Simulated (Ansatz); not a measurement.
Band table of HfB₂

```
CELL_PARAMETERS angstrom
3.09756 0.00000 0.00000
-1.54878 2.68257 0.00000
0.00000 0.00000 3.43297
ATOMIC_POSITIONS crystal
Hf 0.00000 0.00000 0.00000
B 0.33333 0.66667 0.50000
B 0.66667 0.33333 0.50000
```

Atoms are numbered in the order listed.

The geometry is COD entry 1510711, unchecked; take it as a test cell. The listed cell was then made from it by scaling, straining or moving an atom.

Spin–orbit coupling is left out, though it moves levels of the heavy atoms by tenths of an eV or more.

Computed with DFT, PBEsol, all-electron LAPW, scalar-relativistic (Ansatz 0.2.0).

Settings: a Γ-centred 13×13×11 k mesh, Fermi–Dirac smearing of 0.05 eV, basis error target 0.5 meV/atom, no spin polarisation.

Path points, in fractions of the reciprocal vectors: Γ (0.000, 0.000, 0.000), M (0.500, 0.000, 0.000), K (0.333, 0.333, 0.000), A (0.000, 0.000, 0.500), L (0.500, 0.000, 0.500), H (0.333, 0.333, 0.500). Levels in eV from the Fermi level; bands 15 to 30, counted from the lowest band of the run. The gap is zero.

```
# k(1/Å) point b15 b16 b17 b18 b19 b20 b21 b22 b23 b24 b25 b26 b27 b28 b29 b30
0.000 Γ -14.03 -11.65 -11.63 -11.61 -11.61 -11.61 -11.61 -11.51 -3.24 -3.07 -3.07 -2.76 4.09 4.09 4.77 4.77
0.234 - -13.80 -11.64 -11.63 -11.62 -11.61 -11.61 -11.61 -11.52 -3.65 -3.07 -3.01 -2.98 3.38 3.93 3.95 4.36
0.468 - -13.18 -11.64 -11.63 -11.62 -11.61 -11.61 -11.60 -11.54 -4.96 -3.45 -3.12 -2.56 2.24 3.55 3.79 4.29
0.703 - -12.26 -11.64 -11.63 -11.60 -11.60 -11.59 -11.58 -11.56 -6.47 -3.93 -3.26 -2.53 2.47 3.13 3.33 4.39
0.937 - -11.74 -11.64 -11.63 -11.59 -11.58 -11.58 -11.56 -10.97 -7.96 -4.26 -3.42 -2.91 2.51 2.82 4.15 5.36
1.171 M -11.72 -11.64 -11.64 -11.59 -11.58 -11.57 -11.55 -10.05 -9.02 -4.37 -3.49 -3.11 2.21 2.71 5.78 5.89
1.306 - -11.72 -11.64 -11.64 -11.59 -11.58 -11.58 -11.55 -9.96 -8.99 -4.30 -4.26 -2.35 1.09 3.95 4.97 5.71
1.442 - -11.71 -11.65 -11.64 -11.60 -11.58 -11.58 -11.55 -9.71 -8.91 -5.23 -4.11 -1.38 -0.10 3.93 5.37 5.50
1.577 - -11.70 -11.66 -11.63 -11.60 -11.59 -11.58 -11.54 -9.31 -8.77 -6.22 -3.78 -1.16 -0.33 3.03 4.73 7.10
1.712 - -11.69 -11.67 -11.61 -11.61 -11.60 -11.59 -11.54 -8.79 -8.58 -7.21 -3.33 -2.05 0.79 2.28 3.97 8.65
1.847 K -11.68 -11.68 -11.61 -11.60 -11.60 -11.59 -11.54 -8.32 -8.32 -8.03 -2.76 -2.76 1.72 1.72 3.48 9.75
2.118 - -11.71 -11.66 -11.62 -11.60 -11.60 -11.58 -11.54 -10.02 -7.60 -6.68 -3.67 -1.29 0.75 1.13 5.44 8.53
2.388 - -11.87 -11.64 -11.62 -11.62 -11.58 -11.58 -11.57 -11.43 -6.56 -5.09 -3.89 -0.80 0.56 1.26 5.69 7.17
2.659 - -12.91 -11.63 -11.62 -11.62 -11.62 -11.60 -11.59 -11.55 -5.22 -3.73 -3.57 -2.05 2.03 2.50 3.74 5.63
2.929 - -13.73 -11.64 -11.62 -11.62 -11.61 -11.61 -11.61 -11.52 -3.80 -3.14 -3.04 -2.90 3.32 3.64 3.80 4.52
3.200 Γ -14.03 -11.65 -11.63 -11.61 -11.61 -11.61 -11.61 -11.51 -3.24 -3.07 -3.07 -2.76 4.09 4.09 4.77 4.77
3.383 - -13.86 -11.65 -11.63 -11.61 -11.61 -11.61 -11.61 -11.51 -4.30 -2.96 -2.96 -1.75 3.00 3.00 4.41 4.41
3.566 - -13.37 -11.65 -11.63 -11.62 -11.62 -11.60 -11.60 -11.51 -5.62 -2.65 -2.65 -0.55 1.82 1.82 3.52 3.52
3.749 - -12.66 -11.65 -11.63 -11.63 -11.63 -11.60 -11.60 -11.51 -6.92 -2.15 -2.15 0.66 0.93 0.93 2.42 2.42
3.932 - -11.93 -11.63 -11.63 -11.63 -11.59 -11.59 -11.59 -11.51 -8.06 -1.56 -1.56 0.39 0.39 1.40 1.40 1.73
4.115 A -11.75 -11.64 -11.64 -11.63 -11.59 -11.59 -11.51 -11.32 -8.61 -1.20 -1.20 0.20 0.20 0.90 0.90 2.21
4.349 - -11.74 -11.64 -11.63 -11.63 -11.59 -11.59 -11.52 -11.29 -8.28 -2.54 -2.27 0.06 1.23 1.27 1.53 2.39
4.583 - -11.70 -11.64 -11.62 -11.61 -11.60 -11.59 -11.54 -11.19 -7.37 -4.35 -3.51 -1.30 2.18 2.40 2.90 3.54
4.817 - -11.68 -11.64 -11.62 -11.60 -11.60 -11.58 -11.55 -11.00 -6.17 -5.94 -4.44 -2.33 3.24 3.59 3.65 5.52
5.052 - -11.68 -11.62 -11.62 -11.61 -11.59 -11.57 -11.56 -10.74 -7.10 -5.22 -5.01 -2.71 3.91 4.13 5.40 7.05
5.286 L -11.68 -11.63 -11.61 -11.61 -11.58 -11.57 -11.55 -10.59 -7.55 -5.20 -4.96 -2.65 4.22 4.25 6.45 7.50
5.421 - -11.68 -11.63 -11.61 -11.61 -11.59 -11.57 -11.55 -10.54 -7.64 -5.26 -4.83 -2.69 4.29 4.48 6.50 7.51
5.556 - -11.67 -11.63 -11.61 -11.61 -11.60 -11.58 -11.54 -10.38 -7.91 -5.38 -4.49 -2.80 4.39 5.17 6.63 7.51
5.691 - -11.66 -11.62 -11.62 -11.61 -11.61 -11.59 -11.54 -10.12 -8.32 -5.51 -4.01 -2.96 4.52 6.07 6.53 6.86
5.827 - -11.65 -11.63 -11.62 -11.62 -11.61 -11.60 -11.54 -9.76 -8.81 -5.60 -3.53 -3.13 4.61 5.82 6.81 7.18
5.962 H -11.64 -11.64 -11.62 -11.62 -11.62 -11.60 -11.54 -9.32 -9.32 -5.63 -3.26 -3.26 4.60 5.60 7.25 7.25
6.232 - -11.65 -11.64 -11.62 -11.61 -11.61 -11.59 -11.54 -10.19 -8.15 -5.48 -3.84 -3.26 4.46 5.91 6.16 7.38
6.503 - -11.66 -11.65 -11.62 -11.60 -11.60 -11.57 -11.57 -10.80 -6.64 -5.38 -4.96 -2.77 3.57 4.74 4.81 5.67
6.773 - -11.69 -11.65 -11.61 -11.61 -11.60 -11.59 -11.54 -11.14 -6.98 -4.82 -3.97 -1.68 2.42 3.27 3.27 3.67
7.044 - -11.73 -11.64 -11.63 -11.62 -11.59 -11.59 -11.52 -11.28 -8.17 -2.79 -2.52 -0.15 1.33 1.63 1.68 2.45
7.314 A -11.75 -11.64 -11.64 -11.63 -11.59 -11.59 -11.51 -11.32 -8.61 -1.20 -1.20 0.20 0.20 0.90 0.90 2.21
```
